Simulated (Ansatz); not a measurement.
V$_{2}$InC:
```
CELL_PARAMETERS angstrom
      3.00576     0.00000     0.00000
     -1.50288     2.60306     0.00000
      0.00000     0.00000    13.53139
ATOMIC_POSITIONS crystal
  V  0.33333 0.66667 0.07757
  V  0.66667 0.33333 0.92243
  V  0.66667 0.33333 0.57757
  V  0.33333 0.66667 0.42243
  In 0.33333 0.66667 0.75000
  In 0.66667 0.33333 0.25000
  C  0.00000 0.00000 0.00000
  C  0.00000 0.00000 0.50000
```

Relaxed with r²SCAN.

Map the electron localisation function on the plane through (0.333, 0.667, 0.078) spanned by u = [0, 0, 1] and v = [1, -1, 0] in lattice vectors, from r²SCAN in the plane-wave PAW code Ansatz.

x is the fraction of u, y of v (the angle between them is 90°; rows are the nearest grid lines); atoms in the plane: V at (0.00, 0.00), V at (0.84, 0.33), V at (0.50, 0.33), V at (0.34, 0.00), In at (0.67, 0.00), In at (0.17, 0.33), C at (0.92, 0.67), C at (0.42, 0.67).
```
|8971255555218989412367531000236754321698|
|9961355555217999413357632000236753321599|
|9941354455216998224357632001336643331389|
|8721344444313774246446633212336543564258|
|1112443334321114899844542232345445899831|
|3223333233332248999943443222344347999973|
|6433332223333479748943333222333358974896|
|8533332223333589406953333222333358940698|
|8533332223334589406953333222333458940698|
|7433332223333589637943333222333358963797|
|6434432223443479989822333323333235998996|
|5445432223444468999411243333432112599985|
|3456332233465445752451134444431266326653|
|3466331013366434423884135444421599722443|
|4576320002367533315996135555521799931334|
|4675310002367543216997125555521898941234|
|4676320002367533216996125555521898941234|
|3466320003366423214995135444521799931323|
|1246331123364212322783144323431489622311|
|1125433233441111231341243222342145313211|
|8721442234413785123113533212345311132268|
|9941344344316998213236632001336532231499|
|9961355555217999412357632000236753321599|
|8971255555218989412367531000236754321698|
```
Scale: ten equal steps from 0.000 (start of '0') to 0.781 (end of '9'), in the order '0123456789'; x runs from 0.000 to 1.00, y from 0.000 (bottom) to 1.00 (top).

The density is the valence pseudo-density with augmentation charge, so density and ELF within about 1 Å of a nucleus are not all-electron values.

Space group P6_3/mmc. The first step of the workflow began from a Materials Project structure, measured or hypothetical; the Crystallography Open Database copy checked does not list it. Its standing as an ambient phase is unchecked. Symmetry was held in the r²SCAN relaxation; its stability against distortions is not shown here. The run is not spin-polarised.

Potentials: the later of the program's two PAW sets.
